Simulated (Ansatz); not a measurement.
Input and command of a plane-wave DFT calculation in Ansatz:

```yaml
crystal:
  lattice:
    - [3.6485195996, 0.0, -0.0020690167]
    - [0.0, 8.1474524311, 0.0]
    - [-1.3164012657, 0.0, 9.3204534345]
  atoms:
    - { symbol: Na, position: [0.4675965988, 0.1365414421, 0.3540606883] }
    - { symbol: Na, position: [0.4675965988, 0.8634585579, 0.8540606883] }
    - { symbol: H, position: [0.9225885254, 0.0361183948, 0.1329097505] }
    - { symbol: H, position: [0.9225885254, 0.9638816052, 0.6329097505] }
    - { symbol: H, position: [0.8873851411, 0.2277083372, 0.128255076] }
    - { symbol: H, position: [0.8873851411, 0.7722916628, 0.628255076] }
    - { symbol: H, position: [0.7235826839, 0.4946808224, 0.9765846974] }
    - { symbol: H, position: [0.7235826839, 0.5053191776, 0.4765846974] }
    - { symbol: C, position: [0.3208418645, 0.5540611846, 0.2803423356] }
    - { symbol: C, position: [0.3208418645, 0.4459388154, 0.7803423356] }
    - { symbol: C, position: [0.074643776, 0.5590727463, 0.1464984909] }
    - { symbol: C, position: [0.074643776, 0.4409272537, 0.6464984909] }
    - { symbol: C, position: [0.0847012398, 0.7372408681, 0.1399390232] }
    - { symbol: C, position: [0.0847012398, 0.2627591319, 0.6399390232] }
    - { symbol: C, position: [0.3317649139, 0.7388309931, 0.2832094566] }
    - { symbol: C, position: [0.3317649139, 0.2611690069, 0.7832094566] }
    - { symbol: O, position: [0.912472542, 0.1342293958, 0.1942999628] }
    - { symbol: O, position: [0.912472542, 0.8657706042, 0.6942999628] }
    - { symbol: O, position: [0.4723502761, 0.441445604, 0.360329651] }
    - { symbol: O, position: [0.4723502761, 0.558554396, 0.860329651] }
    - { symbol: O, position: [0.9078849437, 0.4449252614, 0.0647341433] }
    - { symbol: O, position: [0.9078849437, 0.5550747386, 0.5647341433] }
    - { symbol: O, position: [0.9510076317, 0.8431376582, 0.0512704929] }
    - { symbol: O, position: [0.9510076317, 0.1568623418, 0.5512704929] }
    - { symbol: O, position: [0.4788798631, 0.8437256655, 0.3658662315] }
    - { symbol: O, position: [0.4788798631, 0.1562743345, 0.8658662315] }
basis:
  ecutwfc: 420
kpoints:
  mp_grid: { grid: [6, 4, 2] }
hamiltonian:
  xc: pbe
  dispersion: d3bj
scf:
  occupations: { method: gaussian, width: 0.02 }
output:
  forces: true
  stress: true
  eigenvalues: true
  write_density: true
  write_potential: true
  elf: true
  volumetric_format: npy
relax:
  adjacent_minimum: "off"
  f_tol: 0.02
  max_steps: 70
  cell: { stress_tol: 0.1 }
```

```bash
ansatz run input.yaml --threads 4 --pin off --max-ram 9216MiB --backend cpu --events-out ev --progress --plain --runs-dir out
```

Processor: Arm Neoverse V2, 4 threads, on a host shared with other jobs.

Question: Estimate time, memory and problem size.

Answer: About 47 s on 4 threads of Arm Neoverse V2 (shared host), peak memory 1 GiB. It solves 84 bands at 24 k points (the mesh reduced by the symmetry that the task leaves, which can be less than the crystal's) with about 5413 plane waves (on the last cell), in 23 SCF iterations over 3 ionic steps.
